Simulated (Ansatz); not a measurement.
LuAlN₂:
```
CELL_PARAMETERS angstrom
      3.42499     0.00000     0.00000
     -1.71249     2.96613     0.00000
      0.00000     0.00000     5.41601
ATOMIC_POSITIONS crystal
  Lu 0.33333 0.66667 0.99468
  N  0.33333 0.66667 0.41341
  Al 0.66667 0.33333 0.50786
  N  0.66667 0.33333 0.85405
```

Relaxed with PBE. Special points in fractions of this cell's reciprocal vectors: Γ (0.000, 0.000, 0.000); M (0.500, 0.000, 0.000); K (0.333, 0.333, 0.000); A (0.000, 0.000, 0.500); L (0.500, 0.000, 0.500); H (0.333, 0.333, 0.500).

Q: List the band energies nearest the valence-band maximum at these points for PBE (plane waves, PAW; program Ansatz).

A: In eV from the valence-band maximum; about four levels below and three above (degenerate sets whole), none deeper than 8.9 eV; points with the same levels are listed once.

| k | below | above |
|---|---|---|
| Γ | -1.43 -1.43 -0.87 -0.87 -0.67 | 2.03 6.12 6.13 6.13 |
| M | -1.77 -1.60 -0.69 -0.45 | 3.51 4.26 6.22 |
| K | -1.83 -1.74 -1.26 -0.34 | 3.17 5.01 6.09 |
| A | -1.52 -1.52 -0.83 -0.83 | 3.60 5.11 6.53 6.53 |
| L | -1.93 -1.78 -0.33 -0.29 | 3.58 4.03 5.89 |
| H | -1.97 -1.26 -1.04 0.00 | 3.11 4.28 6.93 |

Space group P3m1. The start of the workflow was typed in or built on a structure type; neither database checked (COD, Materials Project) lists it. Its standing as an ambient phase is unchecked. The cell was relaxed with PBE under the symmetry of its start; its stability against distortions is not shown here. Scalar-relativistic: spin–orbit coupling is off unless named, which matters more the heavier the elements.

Potentials: the earlier of the program's two PAW sets.
